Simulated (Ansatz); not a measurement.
Relaxed-ion elastic tensor of LiBr (rock salt, Fm-3m) in GPa (Voigt order), plane-wave PAW PBEsol (Ansatz code); density 3.64 g/cm³, 19.80 Å³ per atom.

```
52.5  17.0  17.0   0.0   0.0   0.0
17.0  52.5  17.0   0.0   0.0   0.0
17.0  17.0  52.5   0.0   0.0   0.0
 0.0   0.0   0.0  19.8   0.0   0.0
 0.0   0.0   0.0   0.0  19.8   0.0
 0.0   0.0   0.0   0.0   0.0  19.8
```

Question: Is the crystal mechanically stable?

Answer: Yes: the smallest eigenvalue of C is 19.8 GPa.

Question: Work out the Voigt, Reuss and Hill averages.

Answer: K_V = 28.8, K_R = 28.8, K_H = 28.8; G_V = 19.0, G_R = 18.9, G_H = 19.0 GPa.

Question: Give Young's modulus, Poisson's ratio, Pugh's ratio and the universal anisotropy index.

Answer: E = 9KG/(3K + G) = 46.6 GPa; ν = 0.23; K/G = 1.52 (brittle by the Pugh limit of 1.75); A_U = 5G_V/G_R + K_V/K_R − 6 = 0.02.

Question: Estimate the sound speeds and the Debye temperature.

Answer: v_l = √((K + 4G/3)/ρ) = 3850 m/s, v_t = √(G/ρ) = 2280 m/s, mean 2530 m/s; Θ = (h/k)(3n/4πV)^(1/3) v_m = 278 K.

Question: Give the Zener ratio and Young's modulus along [100], [110] and [111].

Answer: A = 2C44/(C11 − C12) = 1.12; 1/E = S11 − 2(S11 − S12 − S44/2)Γ with Γ = 0, 1/4, 1/3 gives 44.1, 47.2, 48.4 GPa.

Question: Solve the Christoffel equation for the three sound speeds along [100], [110], [111].

Answer: Eigenvalues of C_ijkl n_j n_l equal ρv². In km/s, slowest first: [100] 2.33, 2.33, 3.80; [110] 2.21, 2.33, 3.87; [111] 2.25, 2.25, 3.90.

Symmetry was held in the PBEsol relaxation.

Potentials: the later of the program's two PAW sets.
